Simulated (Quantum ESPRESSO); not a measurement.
```
CELL_PARAMETERS angstrom
      4.99265     0.00000     0.00000
      0.00000     4.99265     0.00000
      0.00000     0.00000     6.93393
ATOMIC_POSITIONS crystal
  O  0.89357 0.76139 0.32011
  O  0.73861 0.39357 0.57011
  O  0.10643 0.23861 0.82011
  O  0.26139 0.60643 0.07011
  O  0.39357 0.73861 0.42989
  O  0.23861 0.10643 0.17989
  O  0.60643 0.26139 0.92989
  O  0.76139 0.89357 0.67989
  Si 0.69866 0.69866 0.50000
  Si 0.80134 0.19866 0.75000
  Si 0.30134 0.30134 0.00000
  Si 0.19866 0.80134 0.25000
```

The geometry is that of Materials Project entry mp-6945, symmetrised and not relaxed again.

**Question.** What does LDA (pw.x of Quantum ESPRESSO, ONCV potentials, scalar-relativistic) give for the electronic structure near the Fermi level?

**Answer.** The LDA gap is direct, 5.52 eV at Γ. 

This is not the ordinary phase of the substance.
